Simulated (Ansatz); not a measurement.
**Zincblende alloy of CdS and HgS (12 of 32 Cd sites exchanged), 64 atoms**

Ansatz, PAW, plane waves. PBEsol relaxation of volume and atoms (shape held) at the single k point (¼, ¼, ¼) without its symmetry partners; single points on the relaxed atoms at the Γ point alone, onto which points of the small cell's zone fold. Arrangement: quasirandom. No spin–orbit coupling unless named.

Relaxed structure:

```
Hg Cd S
1.0
    11.68674    0.00000    0.00000
     0.00000   11.68674    0.00000
     0.00000    0.00000   11.68674
Hg Cd S
12 20 32
Direct
  0.00107 0.00131 0.99904
  0.00042 0.50059 0.50147
  0.50099 0.50082 0.50261
  0.25095 0.25067 0.99867
  0.75029 0.75090 0.00177
  0.25254 0.00007 0.25085
  0.25141 0.50143 0.25018
  0.75138 0.49952 0.75190
  0.99958 0.25047 0.25126
  0.00068 0.75011 0.25121
  0.50285 0.25074 0.25059
  0.49989 0.75197 0.75160
  0.99949 0.00016 0.50030
  0.99991 0.49875 0.00019
  0.49879 0.00019 0.99995
  0.50082 0.99926 0.49999
  0.50040 0.50031 0.99854
  0.24988 0.24953 0.50020
  0.24937 0.74982 0.99933
  0.25004 0.74977 0.50046
  0.74972 0.24902 0.99920
  0.74971 0.24883 0.50023
  0.75012 0.75053 0.49961
  0.24947 0.99990 0.74899
  0.25027 0.49953 0.74977
  0.74930 0.99984 0.25016
  0.75024 0.99987 0.74885
  0.75051 0.49973 0.24885
  0.00044 0.24908 0.74943
  0.99934 0.75060 0.74980
  0.50002 0.24930 0.74909
  0.50070 0.75024 0.24947
  0.12579 0.12509 0.12508
  0.12458 0.12450 0.62425
  0.12438 0.62453 0.12309
  0.12582 0.62603 0.62626
  0.62545 0.12325 0.12333
  0.62455 0.12431 0.62444
  0.62381 0.62341 0.12510
  0.62631 0.62629 0.62584
  0.37642 0.37522 0.12399
  0.37386 0.37375 0.62524
  0.37532 0.87313 0.12330
  0.37403 0.87564 0.62351
  0.87361 0.37453 0.12329
  0.87447 0.37259 0.62459
  0.87528 0.87623 0.12580
  0.87463 0.87455 0.62450
  0.37631 0.12563 0.37641
  0.37520 0.12335 0.87282
  0.37586 0.62676 0.37548
  0.37387 0.62390 0.87487
  0.87346 0.12337 0.37545
  0.87386 0.12533 0.87301
  0.87319 0.62410 0.37492
  0.87644 0.62538 0.87569
  0.12607 0.37480 0.37529
  0.12355 0.37529 0.87320
  0.12532 0.87519 0.37672
  0.12558 0.87408 0.87331
  0.62716 0.37583 0.37577
  0.62348 0.37313 0.87497
  0.62467 0.87451 0.37448
  0.62553 0.87694 0.87533
```

Task: What are the mean bond lengths by pair (pairs within 1.2 times the sum of covalent radii, less contacts 15 % beyond the pair's median; cation–cation pairs of compounds aside; long ionic contacts are cut short by that bound)?

Result: Cd–S 2.523 ± 0.003 Å (standard deviation, 80 bonds); Hg–S 2.543 ± 0.008 Å (standard deviation, 48 bonds).

Task: What gap lies between the top filled and the lowest empty level in the single points?

Result: HSE06 1.45 eV (42 s on NVIDIA GB300).
